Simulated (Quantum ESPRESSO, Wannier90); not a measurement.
**Wannierisation of TlI (CsCl type)**

Cell from Materials Project (mp-23197), symmetrised, no further relaxation. COD (Crystallography Open Database) has the formula in 2 space groups, this one among them (matched by group alone). Level: PBEsol, spinors with spin-orbit coupling; pw.x of Quantum ESPRESSO at 56 Ry with PseudoDojo potentials, 6×6×6 k-points, Wannier90. Density: 8×8×8 mesh, Gaussian smearing 0.01 Ry.

```
begin unit_cell_cart
ang
    4.2382100000    0.0000000000    0.0000000000
    0.0000000000    4.2382100000    0.0000000000
    0.0000000000    0.0000000000    4.2382100000
end unit_cell_cart
mp_grid = 6 6 6
```

Neighbour vectors b of the finite-difference formula (Å⁻¹), by shell:

```
shell       b_x       b_y       b_z
-----  --------  --------  --------
1       0.00000   0.00000   0.24708
1       0.00000   0.24708   0.00000
1       0.24708   0.00000   0.00000
1       0.00000   0.00000  -0.24708
1       0.00000  -0.24708   0.00000
1      -0.24708   0.00000   0.00000
```

Task: Find the weights w_b from the completeness condition Σ_b w_b b_α b_β = δ_αβ.

Result: Shell 1: Σ b_x² = 0.122, Σ b_y² = 0.122, Σ b_z² = 0.122 Å⁻²
Each of the three diagonal sums, weighted, has to give 1 and the off-diagonal ones 0, which holds for w_1 = 8.19 Å². Check on xx: 8.19×0.122 = 1.00.

On this mesh the 6 functions of bands 15-20 (bands 15-20; start: atomic waves I 5p, conv_tol = 1.0e-6) end with spreads 4.8726, 4.6997, 4.6997, 4.8726, 4.5419, 4.5419 Å², Ω_I = 27.2693 Å² and Ω_D = 0.2625 Å².

Ω_total is the sum of the spreads, 28.228 Å². Ω_OD = Ω_total − Ω_I − Ω_D = 0.697 Å². Only (Ω_D + Ω_OD)/Ω_total = 3.4 % depends on the gauge, and another start could lower the total by that share at most. The rms radius is √(Ω_total/6) = 2.17 Å.
